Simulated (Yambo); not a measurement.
```xyz
6
Lattice="3.1842 0.0000 0.0000 -1.5921 2.7576 0.0000 0.0000 0.0000 12.9783" Properties=species:S:1:pos:R:3 pbc="T T T"
S      0.0000     1.8384     8.1737
S      1.5921     0.9192     4.8046
S      1.5921     0.9192     1.6846
S      0.0000     1.8384    11.2937
W      0.0000     1.8384     3.2446
W      1.5921     0.9192     9.7337
```

WS2 (space group P6_3/mmc, No. 194): mean Im ε in 1 eV windows above the direct gap of 2.11 eV, for different electron-hole kernels (Yambo, broadening 0.15 eV, norm-conserving PBEsol (Quantum ESPRESSO, 74 Ry, with spin-orbit coupling) bands; 6×6×1 mesh, 20 valence and 20 conduction bands, static screening with 136 bands and a 3 Ry block, scissor 0.59 eV, Tamm-Dancoff; field along x).

```
window (eV)  independent quasiparticles  RPA (no attraction)  BSE
-----------  --------------------------  -------------------  ---
2.1 to 3.1                          8.6                  7.0   11
3.1 to 4.1                           14                   12   16
4.1 to 5.1                           14                   16   14
5.1 to 6.1                           11                   10  9.4
```

This run doesn't resolve bound excitons or single peaks, so only averages are given, and they too depend on the mesh; weight that the attraction moves below the gap isn't listed. All transitions below 6.43 eV are in the band window. The scissor comes from a G0W0 run whose convergence isn't established.

Geometry of the Materials Project entry, not relaxed at this level.

The distance between layers or molecules is the database entry's, not relaxed here. Functionals without dispersion can leave it too large, which widens gaps and weakens the response across layers: the numbers belong to this cell.
